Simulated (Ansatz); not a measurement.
The start is a relaxed Hf cell displaced along its unstable phonon at q = (½, 0, 0) of its primitive reciprocal cell (89i cm⁻¹), largest move 0.15 Å. The structure is fully relaxed (lattice and positions, P = 0) with PBEsol (plane waves to 420 eV, PAW, scalar-relativistic; Ansatz, a program for electronic structure). First-step values are on the input's coarse k-mesh.

Ansatz input (later rounds restart from its end on a renewed k-mesh):
Ansatz 0.2 input:
```yaml
crystal:
  lattice:
    - [-3.4900535908, 3.4900535908, 3.4900535908]
    - [1.7450267954, -1.7450267954, 1.7450267954]
    - [1.7450267954, 1.7450267954, -1.7450267954]
  atoms:
    - { symbol: Hf, position: [0, -0.0303909423, 0.0303909423] }
    - { symbol: Hf, position: [0.5, 0.0303909423, -0.0303909423] }
basis: { ecutwfc: 420, ecutrho_ratio: 4, xc_grid: 2, fft_grid_basis: typed }
kpoints: { mp_grid: { grid: [13, 13, 13] } }
hamiltonian:
  xc: pbesol
  dispersion: none
  pseudopotentials: { azcp: { folder: ./paw }, kind: paw }
scf: { occupations: { method: fermi_dirac, width: 0.05 } }
relax: { f_tol: 0.01, max_steps: 100, cell: { stress_tol: 0.02 } }
output: { forces: true, stress: true }
```

**Question.** How much energy is released per atom?

**Answer.** 0.12 eV/atom.

**Question.** How do the shortest distances between atoms change?

**Answer.** The closest pairs of elements (up to four, under 3.6 Å), start → end: Hf–Hf 3.02 → 3.09 Å.

**Question.** Is the relaxed structure metallic? Give its gap.

**Answer.** Zero (metallic).

Final values are on a 17×17×9 k-mesh of the relaxed cell. No spin polarisation in the result.

The run could not lose the symmetry of its start.

Of the parent cell (Im-3m (No. 229)): This is a known allotrope of Hf, reached from a generated start. Known forms of Hf include space group No. 194.
